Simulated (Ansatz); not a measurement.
Input and command of a plane-wave DFT calculation in Ansatz:

```yaml
crystal:
  lattice:
    - [1.7697070387, 1.0217408352, 8.2034898181]
    - [-1.7697070387, 1.0217408352, 8.2034898181]
    - [0.0, -2.0434816703, 8.2034898181]
  atoms:
    - { symbol: In, position: [0.0, 0.0, 0.0] }
    - { symbol: In, position: [0.2095, 0.2095, 0.2095] }
    - { symbol: In, position: [0.7905, 0.7905, 0.7905] }
    - { symbol: O, position: [0.4, 0.4, 0.4], spin: 1.0 }
    - { symbol: O, position: [0.6, 0.6, 0.6], spin: 1.0 }
basis:
  ecutwfc: 420
kpoints:
  mp_grid: { grid: [6, 6, 6] }
hamiltonian:
  xc: pbe
scf:
  occupations: { method: gaussian, width: 0.1 }
  lower_state_search: "off"
output:
  forces: true
  stress: true
  eigenvalues: true
  populations: true
magnetization:
  spin_polarized: true
```

```bash
ansatz run input.yaml --threads 1 --pin off --max-ram 2560MiB --backend cpu --events-out ev --progress --plain --runs-dir out
```

Processor: Arm Neoverse V2, 1 thread, on a host shared with other jobs.

Task: Estimate time, memory and problem size.

Result: About 17 s on 1 thread of Arm Neoverse V2, on a shared host, peak memory 0.41 GiB. It solves 32 bands at 32 k points (the mesh reduced by the symmetry that the task leaves, which can be less than the crystal's) with about 1743 plane waves, in 18 SCF iterations.
